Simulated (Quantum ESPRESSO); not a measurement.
LiCl (changed cell): magnetic shieldings

```
LiCl
1.0
    0.00000     2.52941     2.56754
    2.52941     0.00000     2.56754
    2.52941     2.52941     0.00000
Li Cl
1 1
Cartesian
  0.00000   0.00000   0.00000
  2.52941   2.52941   2.56754
```
The cell was made here from a computed Materials Project entry: strained by +1 % along the cube axis and by -0.5 % across it, atoms relaxed (PBE without dispersion, pw.x of a modified build of Quantum ESPRESSO, symmetry kept). The parent is LiCl in Fm-3m. Stability against distortions was not tested.

Computed: shieldings by GIPAW with PBE in Quantum ESPRESSO, on JTH PAW datasets, 25 Ha, k-mesh 5×5×5 shifted, f-sum rule met within 0.004 %.

| site | site symmetry | σ_iso (ppm) | span Ω (ppm) |
|---|---|---|---|
| Li (atom 1) | 4/mmm | 81 | 1 |
| Cl (atom 2) | 4/mmm | 909 | 2 |

Ω = σ33 − σ11 of the symmetric part; where symmetry doesn't make it nil, it is less certain than σ_iso.

These are absolute shieldings with no macroscopic susceptibility term; δ = σ_ref − σ needs a reference computed alike. By our sweeps, such settings leave a few ppm in absolute σ. No d partial waves on Cl: the paramagnetic term there is incompletely reconstructed. Static lattice: thermal averaging is not included.
